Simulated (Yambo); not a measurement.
Yambo run on LaAlO3 (cubic perovskite, space group Pm-3m, No. 221). The wavefunctions are PBEsol (Quantum ESPRESSO, PseudoDojo norm-conserving, 110 Ry, without SOC) ones on a 4×4×4 mesh (16 occupied bands); a = b = c = 3.7830 Å, α = β = γ = 90.00°.

Yambo input:

```
rim_cut
gw0
dyson
el_el_corr
HF_and_locXC
ppa
em1d
RandQpts= 1000000
RandGvec= 1 Ry
EXXRLvcs= 110 Ry
VXCRLvcs= 440 Ry
Chimod= "HARTREE"
% BndsRnXp
 1 | 42 |
%
NGsBlkXp= 8 Ry
% LongDrXp
 1.0 | 1.0 | 1.0 |
%
PPAPntXp= 27.2114 eV
% GbndRnge
 1 | 42 |
%
GTermKind= "BG"
DysSolver= "n"
ExtendOut
% QPkrange
 1 | 1 | 16 | 17 |
 10 | 10 | 16 | 16 |
%
```

k points by index: 1 = Γ, 10 = R.

The o-*.qp file then holds:

```
#    K-point    Band    Eo [eV]    E [eV]    E-Eo [eV]    Vxc [eV]    Vnlxc [eV]    Sc|Eo [eV]    Sc|E [eV]    dSc/dw|Eo [eV]    Re(Z)    Im(Z)
#
    1    16    -0.107663    -0.676639    -0.568976    -20.03313    -25.28319    4.530673    4.681087    -7.192051    0.790948    -0.001213
    1    17    3.443860    4.405368    0.961508    -11.59875    -6.708495    -3.753927    -3.928743    -4.946946    0.846168    -0.943934E-3
    10    16    0.000000    -0.409649    -0.409649    -19.79581    -24.67310    4.357306    4.467642    -7.327110    0.787855    -0.001236
```
(The two width columns are left out.) Convergence of these settings isn't established.

Geometry of the Materials Project entry, not relaxed at this level.

This is not the ordinary phase of the substance.
